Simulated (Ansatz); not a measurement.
The relaxed structure here is a generated cell of MoRu: the first start was made by placing the elements on the sites of a structure type, and the end was not matched to a known phase here, so it may be hypothetical.

A relaxed cell of MoRu (P6₃/mmc (No. 194)), relaxed on a k-mesh at least as fine as the one used below. These are PBEsol (plane waves to 420 eV, PAW, scalar-relativistic; Ansatz, an electronic-structure program) values and carry that method's errors. Γ-centred k-mesh 9×9×7 on the run's cell (coarser than for final values), Fermi–Dirac smearing 0.05 eV.

```xyz
8
Lattice="8.5632 0.0000 0.0000 -2.1408 3.7080 0.0000 0.0000 0.0000 4.8422" Properties=species:S:1:pos:R:3 pbc="T T T"
Ru     0.0000     2.4720     1.2106
Ru     4.2816     2.4720     1.2106
Ru     2.1408     1.2360     3.6317
Ru     6.4224     1.2360     3.6317
Mo     0.0000     2.4720     3.6317
Mo     4.2816     2.4720     3.6317
Mo     2.1408     1.2360     1.2106
Mo     6.4224     1.2360     1.2106
```

The atoms are displaced along an unstable phonon of this cell by (Å):

| atom | ux | uy | uz |
|---|---|---|---|
| Ru1 | 0.000 | 0.000 | -0.101 |
| Ru2 | 0.000 | 0.000 | 0.101 |
| Ru3 | 0.000 | 0.000 | 0.101 |
| Ru4 | 0.000 | 0.000 | -0.101 |
| Mo5 | 0.000 | 0.000 | -0.150 |
| Mo6 | 0.000 | 0.000 | 0.150 |
| Mo7 | 0.000 | 0.000 | 0.150 |
| Mo8 | 0.000 | 0.000 | -0.150 |

Question: What forces (eV/Å) and pressure result?

Answer: 
```json
[
 {"atom": "Ru1", "Fx": "0.27", "Fy": "0.16", "Fz": "-0.58"},
 {"atom": "Ru2", "Fx": "0.27", "Fy": "0.16", "Fz": "0.58"},
 {"atom": "Ru3", "Fx": "-0.27", "Fy": "-0.16", "Fz": "0.58"},
 {"atom": "Ru4", "Fx": "-0.27", "Fy": "-0.16", "Fz": "-0.58"},
 {"atom": "Mo5", "Fx": "0.06", "Fy": "0.03", "Fz": "-0.74"},
 {"atom": "Mo6", "Fx": "0.06", "Fy": "0.03", "Fz": "0.74"},
 {"atom": "Mo7", "Fx": "-0.06", "Fy": "-0.03", "Fz": "0.74"},
 {"atom": "Mo8", "Fx": "-0.06", "Fy": "-0.03", "Fz": "-0.74"}
]
```

Pressure -0.7 GPa.

Question: Estimate the energy cost of the displacement in the harmonic approximation and compare with the calculation.

Answer: For a harmonic well ΔE = −½ Σ F·u = -0.338 eV a cell, or -42 meV/atom. The calculated energy relative to the undisplaced cell is -0.05 eV/atom, so the harmonic estimate holds well.

The undisplaced cell is probably no minimum: from this displacement the run went on to Pnma (No. 62), 1.09 eV/atom below it.

No spin polarisation in the result.
